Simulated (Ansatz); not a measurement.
A plane-wave DFT run in Ansatz 0.2.0 (scalar-relativistic PAW potentials unless the input names others): input and command.

```yaml
crystal:
  lattice:
    - [4.4108159774, 0.0, 0.0]
    - [0.0, 4.4108159774, 0.0]
    - [0.0, 0.0, 4.4108159774]
  atoms:
    - { symbol: Na, position: [0.0, 0.0, 0.0], spin: 2.0 }
    - { symbol: Se, position: [0.0, 0.5, 0.5] }
    - { symbol: Se, position: [0.5, 0.0, 0.5] }
    - { symbol: Se, position: [0.5, 0.5, 0.0] }
basis:
  ecutwfc: 420
kpoints:
  mp_grid: { grid: [10, 10, 10] }
hamiltonian:
  xc: pbe
scf:
  occupations: { method: gaussian, width: 0.1 }
  max_iter: 75
output:
  forces: true
  eigenvalues: true
  stress: true
```

```bash
ansatz run input.yaml --threads 1 --pin off --max-ram 2560MiB --backend cpu --events-out ev --progress --plain --runs-dir out
```

Q: Will this input run?

A: The program refuses it, because of a moment without spin polarisation (crystal.atoms[0].spin: not typed → 2.0). Without that key it is accepted.

Abridged log:
```
Error: inconsistent input (magnetization.spin_polarized): false but per-atom `spin:`, `per_species`, `initial_magnetization`, `magnetic_field`, or `spin_locking` is set
```